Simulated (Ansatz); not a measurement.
Relaxed KF (rock salt):

```yaml
crystal:
  lattice:
    - [0.00000, 5.42078, 5.42078]
    - [2.71039, 0.00000, 2.71039]
    - [2.71039, 2.71039, 0.00000]
  atoms:
    - { symbol: F, position: [0.00000, 0.00000, 0.00000] }
    - { symbol: F, position: [0.50000, 0.00000, 0.00000] }
    - { symbol: K, position: [0.25000, 0.50000, 0.50000] }
    - { symbol: K, position: [0.75000, 0.50000, 0.50000] }
```

The atoms are displaced by Q × the pattern below (from a DFPT mode at L = (0.5, 0.0, 0.0), largest move 1; Q in Å), at fixed cell. (q is in reciprocal vectors of the primitive cell; the cell shown is doubled to hold the pattern.)

| atom | x | y | z |
|---|---|---|---|
| K3 | 0.577 | -0.577 | -0.577 |
| K4 | -0.577 | 0.577 | 0.577 |

Atoms not listed stay in place.

Level of theory: PBE (plane waves to 420 eV, PAW, scalar-relativistic; Ansatz, a quantum-chemistry and plane-wave program). k mesh 11×11×11 (Γ-centred), Fermi-Dirac smearing 0.05 eV. KF was relaxed with its symmetry unable to fall. 

| Q (Å) | −dE/dQ from forces (eV/Å) |
|---|---|
| -0.100 | 1.003 |
| -0.083 | 0.836 |
| -0.067 | 0.669 |
| -0.050 | 0.502 |
| -0.033 | 0.335 |
| -0.017 | 0.167 |
| 0.000 | 0.000 |
| 0.017 | -0.167 |
| 0.033 | -0.334 |
| 0.050 | -0.502 |
| 0.067 | -0.669 |
| 0.083 | -0.836 |
| 0.100 | -1.003 |

Task: What harmonic wavenumber does the curvature at Q = 0 give?

Result: 187 cm⁻¹. E″ = 10.04 eV/Å², M = Σ mᵢ|uᵢ|² = 78.2 u, ν̃ = 521.5·√(|E″|/M).

(A displaced cell: forces are minus the slopes of the energy, force constants its curvatures, and phonons follow from these.)
